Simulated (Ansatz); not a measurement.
# GaHAu: reading a single point

```xyz
9
Lattice="6.8999 0.0000 0.0000 -3.4499 5.9755 0.0000 0.0000 0.0000 3.1594" Properties=species:S:1:pos:R:3 pbc="T T T"
Au    0.0000    0.0000    0.0000
Au   -0.0003    3.9839    1.5797
Au    3.4503    1.9916    1.5797
Ga    1.9430    0.0000    1.5797
Ga    2.4784    4.2928    1.5797
Ga   -0.9715    1.6827    1.5797
H     4.2448    0.0000    0.0000
H     1.3275    2.2994    0.0000
H    -2.1224    3.6761    0.0000
```

Method: r2SCAN, no spin polarisation; PAW, plane waves to 500 eV, 6×6×11 Γ-centred mesh, fermi-dirac occupations (width 0.1 eV) (Ansatz 0.2.0), atoms fixed.

- Charges: Bader charges in e: Ga +0.77, H -0.17, Au -0.88 to -0.46. In the mean Ga gives up most and Au takes most.
- Stress: The pressure is 4.6 GPa (compression positive), so with the atoms held at these fractions the cell would first expand; the forces are large, so a full relaxation may end otherwise.
- Forces: The largest is on Ga6 (and as large on other atoms): 1.08 eV/Å, components (-0.54, 0.93, 0.00). It makes 53° with the line to a nearest neighbour, Au3 at 2.50 Å.
- Formation energy: 0.61 eV an atom against the elements' usual phases (free molecules for gases, crystals otherwise, with no correction for O₂ or N₂), so at this geometry it isn't bound against them. Relaxing would lower it.
- At the Fermi level: It is a metal, with about 3.5 states/eV a cell as the mean within 0.25 eV of the Fermi level, mostly H s (33 %) and Ga p (30 %).

Origin: a known structure type with other elements, at an estimated volume, so it need not be a known compound.
